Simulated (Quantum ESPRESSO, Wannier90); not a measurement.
# Si$_{2}$Mo (I4/mmm), plane waves to Wannier functions

```
begin unit_cell_cart
ang
    3.2042600000    0.0000000000    0.0000000000
    0.0000000000    3.2042600000    0.0000000000
   -1.6021300000   -1.6021300000    3.9080950000
end unit_cell_cart
begin atoms_frac
Si  -0.3354300000 -0.3354300000  0.3291400000
Si   0.3354300000  0.3354300000 -0.3291400000
Mo   0.0000000000  0.0000000000  0.0000000000
end atoms_frac
```

Structure: Materials Project mp-2592, symmetrised, not relaxed again. COD (Crystallography Open Database) has an entry of this formula and space group (matched by these alone). Level: PBEsol, spinors with spin-orbit coupling; pw.x of Quantum ESPRESSO at 64 Ry with PseudoDojo potentials, 6×6×6 k-points, Wannier90. Density: 10×10×10 mesh, cold smearing 0.01 Ry.

A tight-binding model is made by disentanglement and projection with no localisation steps (num_iter = 0), so the 34 orbitals stay atom-like: hydrogen-like Si: s;p; Mo: s;p;d, axes along x, y, z; frozen window up to 3.00 eV relative to the Fermi level. It follows pw.x to 9.7 meV rms for states up to 1.0 eV relative to the Fermi level. Matrix elements depend on this choice of orbitals and windows.

The 20 largest hoppings ⟨m,0|H|n,R⟩ between different sites (one of each Hermitian pair; signs follow the real orbitals' lobes; the list may end inside a set of equal values):

```csv
m,n,R,distance of the centres (Å),t (eV),Im t (eV)
Si2 pz↑,Si1 pz↑,1 1 0,2.11,3.841,0.000
Si2 pz↓,Si1 pz↓,1 1 0,2.11,3.841,0.000
Si1 pz↑,Mo3 pz↑,0 0 1,2.85,1.971,0.000
Si1 pz↓,Mo3 pz↓,0 0 1,2.85,1.971,0.000
Mo3 pz↑,Si2 pz↑,0 0 1,2.85,1.971,0.000
Mo3 pz↓,Si2 pz↓,0 0 1,2.85,1.971,0.000
Si1 pz↑,Mo3 dz2↑,0 0 1,2.85,-1.960,0.000
Si1 pz↓,Mo3 dz2↓,0 0 1,2.85,-1.960,0.000
Mo3 dz2↑,Si2 pz↑,0 0 1,2.85,1.960,0.000
Mo3 dz2↓,Si2 pz↓,0 0 1,2.85,1.960,0.000
Si2 s↑,Si1 pz↑,1 1 0,2.32,1.736,0.000
Si2 s↓,Si1 pz↓,1 1 0,2.32,1.736,0.000
Si2 pz↑,Si1 s↑,1 1 0,2.32,-1.736,0.000
Si2 pz↓,Si1 s↓,1 1 0,2.32,-1.736,0.000
Si1 px↑,Si2 py↑,0 0 1,2.44,1.678,-0.003
Si1 px↓,Si2 py↓,0 0 1,2.44,1.678,0.003
Si1 py↑,Si2 px↑,0 0 1,2.44,1.678,0.003
Si1 py↓,Si2 px↓,0 0 1,2.44,1.678,-0.003
Si2 px↑,Si1 py↑,0 1 -1,2.44,-1.678,-0.003
Si2 px↓,Si1 py↓,0 1 -1,2.44,-1.678,0.003
```
